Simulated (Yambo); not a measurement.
Yambo run on AlSb (zinc blende, space group F-43m, No. 216) under isotropic strain of -2 % on all lattice vectors. The wavefunctions come from this Quantum ESPRESSO step (PBE, PseudoDojo stringent norm-conserving files, scalar-relativistic):

```
&CONTROL
  calculation = 'nscf'
  pseudo_dir = './pseudo'
  outdir = './out'
/
&SYSTEM
  ibrav = 0
  nat = 2
  ntyp = 2
  ecutwfc = 100.0
  ecutrho = 400.0
  occupations = 'fixed'
  force_symmorphic = .true.
  nbnd = 258
/
&ELECTRONS
  conv_thr = 2e-09
  diago_full_acc = .true.
  diago_thr_init = 1e-08
/
ATOMIC_SPECIES
Al 26.9815 Al.upf
Sb 121.7600 Sb.upf
CELL_PARAMETERS angstrom
  0.000000000000   3.015970772604   3.015970772604
  3.015970772604   0.000000000000   3.015970772604
  3.015970772604   3.015970772604   0.000000000000
ATOMIC_POSITIONS crystal
Al   0.000000000000   0.000000000000   0.000000000000
Sb   0.250000000000   0.250000000000   0.250000000000
K_POINTS automatic
4 4 4 0 0 0
```

Yambo input:

```
rim_cut
gw0
dyson
el_el_corr
HF_and_locXC
ppa
em1d
RandQpts= 1000000
RandGvec= 1 Ry
EXXRLvcs= 100 Ry
VXCRLvcs= 400 Ry
Chimod= "HARTREE"
% BndsRnXp
 5 | 256 |
%
NGsBlkXp= 15 Ry
% LongDrXp
 1.0 | 1.0 | 1.0 |
%
PPAPntXp= 27.2114 eV
% GbndRnge
 1 | 256 |
%
GTermKind= "BG"
DysSolver= "n"
ExtendOut
% QPkrange
 1 | 1 | 13 | 14 |
 3 | 3 | 13 | 14 |
 7 | 7 | 13 | 14 |
%
```

k points by index: 1 = Γ, 3 = L, 7 = X.

Resulting energies as the program prints them:

```
#    K-point    Band    Eo [eV]    E [eV]    E-Eo [eV]    Vxc [eV]    Vnlxc [eV]    Sc|Eo [eV]    Sc|E [eV]    dSc/dw|Eo [eV]    Re(Z)    Im(Z)
#
    1    13    0.000000    -0.715100    -0.715100    -12.25491    -13.72531    0.566301    0.755303    -7.191183    0.790967    -0.001498
    1    14    2.024443    2.143321    0.118878    -11.75345    -7.388298    -4.214818    -4.246269    -7.191087    0.790969    -0.001525
    3    13    -0.960996    -1.741837    -0.780841    -11.66502    -13.53200    0.872406    1.086143    -7.447522    0.785116    -0.001574
    3    14    1.505119    1.453393    -0.051725    -10.13840    -6.320213    -3.883249    -3.869912    -7.033124    0.794617    -0.001521
    7    13    -2.333780    -3.190072    -0.856291    -10.88323    -13.33345    1.347401    1.593926    -7.832963    0.776481    -0.001704
    7    14    1.121341    0.925072    -0.196270    -8.357571    -4.838635    -3.763728    -3.715206    -6.731659    0.801675    -0.001518
```
(The two width columns are left out.) Convergence of these settings isn't established.

Spin-orbit coupling is not included.

Geometry strained from the cell relaxed with PBEsol, atoms relaxed again.
